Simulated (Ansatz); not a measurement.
Relaxed-ion elastic tensor of TaRu (L1₀ or tetragonal B2, P4/mmm) in GPa (Voigt order), LDA in the plane-wave PAW code Ansatz; density 15.44 g/cm³, 15.17 Å³ per atom.

```csv
,1,2,3,4,5,6
1,415,220,234,0.0,0.0,0.0
2,220,415,234,0.0,0.0,0.0
3,234,234,385,0.0,0.0,0.0
4,0.0,0.0,0.0,70.6,0.0,0.0
5,0.0,0.0,0.0,0.0,70.6,0.0
6,0.0,0.0,0.0,0.0,0.0,71.2
```

### Question
Is the crystal mechanically stable?

### Answer
Yes: the smallest eigenvalue of C is 70.6 GPa.

### Question
Work out the Voigt, Reuss and Hill averages.

### Answer
K_V = 288, K_R = 288, K_H = 288; G_V = 77.7, G_R = 76.5, G_H = 77.1 GPa.

### Question
Give Young's modulus, Poisson's ratio, Pugh's ratio and the universal anisotropy index.

### Answer
E = 9KG/(3K + G) = 212 GPa; ν = 0.38; K/G = 3.73 (ductile by the Pugh limit of 1.75); A_U = 5G_V/G_R + K_V/K_R − 6 = 0.08.

### Question
Estimate the sound speeds and the Debye temperature.

### Answer
v_l = √((K + 4G/3)/ρ) = 5030 m/s, v_t = √(G/ρ) = 2230 m/s, mean 2520 m/s; Θ = (h/k)(3n/4πV)^(1/3) v_m = 303 K.

### Question
Solve the Christoffel equation for the three sound speeds along x, y, z.

### Answer
Eigenvalues of C_ijkl n_j n_l equal ρv². In km/s, slowest first: x 2.14, 2.15, 5.19; y 2.14, 2.15, 5.19; z 2.14, 2.14, 4.99.

### Question
How much does each axis shrink under pressure?

### Answer
Linear compressibilities β_i = Σ_j S_ij (j = 1 to 3): x 1.1, y 1.1, z 1.2 per TPa.

The workflow started from a Materials Project entry (that database holds measured and hypothetical structures alike); the Crystallography Open Database files this formula in space group No. 123, but the cells were not matched. Its standing as an ambient phase is unchecked. Symmetry was held in the LDA relaxation; of distortions, only those at the zone centre were tested. The run is not spin-polarised. As this level gives no gap, shear constants depend on the k-mesh and smearing (Fermi–Dirac, 0.1 eV here). Spin–orbit coupling is left out wherever it is not named.

Potentials: the later of the program's two PAW sets.
